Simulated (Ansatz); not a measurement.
BP (NiAs type, P6_3/mmc), r²SCAN (plane waves, PAW; program Ansatz), all energies at zero smearing, with the estimated change up to a 700 eV cutoff added, with one set of potentials and settings (totals compare only within such a set). Cell of 4 atoms (2 B, 2 P): -1827.999 eV.

```tsv
element	reference phase	E (eV/atom)
B	R-3m, 12 atoms in the cell	-156.5545
P	Cmce, 4 atoms in the cell	-759.1670
```

Formation energy per atom, worked out: (-1827.999 − 2×(-156.5545) − 2×(-759.1670))/4 = 0.861 eV/atom (83 kJ per mol of atoms), at 0 K, without zero-point energy or fitted corrections.

A made-up cell: these elements were put on the sites of a structure type; neither database checked (COD, Materials Project) lists it. It is not the phase usual at ambient conditions (space group No. 216). The cell was relaxed with r²SCAN under the symmetry of its start; whether a distortion lowers the energy is not shown. The references are the lowest solids computed at this level, not always the standard phases.

Potentials: the earlier of the program's two PAW sets. The files were generated under PBE; for other functionals the program regenerates the frozen cores, and for LDA and PBEsol the local potential too.
